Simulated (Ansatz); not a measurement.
## Vibrational response of Zr3TiSi8

Level of theory: DFT PBE, scalar-relativistic, plane waves, PAW in Ansatz 0.2.0. Settings: 420 eV plane-wave cutoff, Γ-centred 6×6×8 mesh, Fermi-Dirac smearing of 0.15 eV. No spin polarisation. Phonons by linear response, acoustic sum rule imposed.

Relaxed structure:
```yaml
crystal:
  lattice:
    - [4.30112, -4.44998, 0.00000]
    - [4.30112, 4.44998, 0.00000]
    - [0.00000, 0.00000, 5.04048]
  atoms:
    - { symbol: Zr, position: [0.50000, 0.50000, 0.00000] }
    - { symbol: Zr, position: [0.00000, 0.50000, 0.24830] }
    - { symbol: Zr, position: [0.50000, 0.00000, 0.75170] }
    - { symbol: Ti, position: [0.00000, 0.00000, 0.50000] }
    - { symbol: Si, position: [0.84765, 0.84765, 0.00000] }
    - { symbol: Si, position: [0.33983, 0.33983, 0.50000] }
    - { symbol: Si, position: [0.15235, 0.15235, 0.00000] }
    - { symbol: Si, position: [0.66017, 0.66017, 0.50000] }
    - { symbol: Si, position: [0.66380, 0.15175, 0.25524] }
    - { symbol: Si, position: [0.15175, 0.66380, 0.74476] }
    - { symbol: Si, position: [0.33620, 0.84825, 0.25524] }
    - { symbol: Si, position: [0.84825, 0.33620, 0.74476] }
```

The cell was found from a structure generator's guess, not taken from experiment. In a metal, frequencies depend on the k mesh and the smearing, soft modes most.

(1) Is this structure stable against zone-centre distortions?

(2) List the optical modes at Γ (i marks imaginary ones).

Answers

(1) Yes, at Γ: no optical mode is imaginary. Strains and other wave vectors aren't tested by this run.

(2)
```csv
frequency (THz),degeneracy
4.58,1
4.77,1
4.92,1
4.95,1
5.00,1
5.00,1
5.01,1
5.65,1
5.79,1
5.80,1
5.93,1
5.98,1
6.20,1
6.52,1
6.86,1
6.91,1
6.99,1
7.34,1
7.67,1
7.75,1
7.84,1
7.96,1
7.96,1
7.98,1
8.76,1
9.35,1
9.46,1
9.57,1
10.11,1
10.25,1
10.44,1
10.45,1
11.35,1
```
